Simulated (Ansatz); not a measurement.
Task: Free-standing sheets of MoAs4Ge2, MA2Z4 (prismatic core, outer Z over the empty site)-type layer and Te, β-tellurene-type layer are relaxed with DFT-r²SCAN+D4 in the program Ansatz with PAW potentials. Aligned at the vacuum level, what band offsets and what type of junction result?

Result: MoAs4Ge2: VBM -5.18, CBM -4.59 eV; Te: VBM -4.97, CBM -3.47 eV. Valence offset 0.22 eV (Te higher), conduction offset 1.12 eV (MoAs4Ge2 lower): type II (staggered).

Natural alignment of Kohn–Sham levels: no interface dipole, strain or quasiparticle shift.

All cells were relaxed under the symmetry of their starts (and spin orders); stability against distortions was not tested throughout. Rows with no word on spin ran without spin polarisation. Scalar-relativistic: spin–orbit coupling is off unless named, which matters more the heavier the elements. Constructed layers (a layer type filled with these elements): MoAs4Ge2, MA2Z4 (prismatic core, outer Z over the empty site)-type layer; Te, β-tellurene-type layer.

Potentials: the later of the program's two PAW sets.

Edges and masses are those of Kohn–Sham bands, whose gap is no quasiparticle gap.
